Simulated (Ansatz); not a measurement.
ReB2 in space group P6/mmm (No. 191; Re on 1a, B on 2d) under volume change, plane-wave PAW r²SCAN (Ansatz code), shape and atoms relaxed at each volume.

```csv
V (Å³/atom),E − E(relaxed) (meV/atom),P (GPa)
7.859,86.2,38.54
8.118,36.3,23.65
8.377,8.6,10.90
8.636,0.0,0.00
8.895,7.7,-9.31
9.154,29.4,-17.27
9.413,63.0,-24.07
```

Q: What does a third-order Birch–Murnaghan fit give for V₀, B₀ and B′?

A: V₀ = 8.64 Å³/atom, B₀ = 335 GPa, B′ = 4.2.

A made-up cell: these elements were put on the sites of a structure type; neither database checked (COD, Materials Project) lists it. COD files the formula under space group No. 194, so this cell is another polymorph or a model. Whether it is the stable phase at ambient conditions was not checked. The cell was relaxed with r²SCAN under the symmetry of its start; whether a distortion lowers the energy is not shown. No spin polarisation was allowed. Scalar-relativistic: spin–orbit coupling is off unless named, which matters more the heavier the elements.

Potentials: the earlier of the program's two PAW sets.
